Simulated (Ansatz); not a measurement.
The start is a relaxed Cu cell, doubled along one cell vector, shaken by Gaussian noise of σ = 0.08 Å a coordinate. Cell shape, volume and atoms are optimised at zero target pressure with PBE (plane waves to 420 eV, PAW, scalar-relativistic; Ansatz, an electronic-structure program). The first steps use a coarse 15×15×5 k-mesh.

Input geometry:
```
CELL_PARAMETERS angstrom
     -2.32263     2.32263     1.22240
      2.32263    -2.32263     1.22240
      4.64525     4.64525    -2.44480
ATOMIC_POSITIONS crystal
  Cu 0.76836 0.29326 0.25484
  Cu 0.74311 0.25651 0.75813
  Cu 0.97464 0.95111 0.00542
  Cu 0.95230 0.98590 0.48893
```

Problem. Which atoms feel the largest initial force, and how large is it?

Solution. 0.83 eV/Å, on Cu3 (atoms numbered as listed).

Problem. By how much does the energy per atom fall from start to end?

Solution. 0.35 eV/atom.

Problem. How does the volume per atom move from start to end?

Solution. -9.4 %, from 13.19 to 11.95 Å³/atom.

Problem. How do the shortest distances between atoms change?

Solution. The closest pairs of elements (up to four, under 3.6 Å), start → end: Cu–Cu 2.29 → 2.57 Å.

Problem. Is the relaxed structure metallic? Give its gap.

Solution. Zero (metallic).

Problem. Give the final cell and atomic positions.

Solution. 
```cif
data_Cu4
_chemical_formula_sum 'Cu4'
_space_group_name_H-M_alt 'Fm-3m'
_space_group_IT_number 225
_space_group_name_Hall '-F 4 2 3'
_cell_length_a 3.62953
_cell_length_b 3.62953
_cell_length_c 3.62953
_cell_angle_alpha 90.000
_cell_angle_beta 90.000
_cell_angle_gamma 90.000
loop_
_atom_site_label
_atom_site_type_symbol
_atom_site_symmetry_multiplicity
_atom_site_Wyckoff_symbol
_atom_site_fract_x
_atom_site_fract_y
_atom_site_fract_z
_atom_site_occupancy
Cu1 Cu 4 a 0.00000 0.00000 0.00000 1
```
(The calculation used a cell of 1 atom; values per cell refer to that cell.)

Final values are on a 22×22×22 k-mesh of the relaxed cell. No spin polarisation in the result.

Of the parent cell (I4₁/amd (No. 141)): it is a generated cell of Cu: the first start was made by placing the elements on the sites of a structure type, and the end was not matched to a known phase here, so it may be hypothetical. Known forms of Cu include space group No. 225.
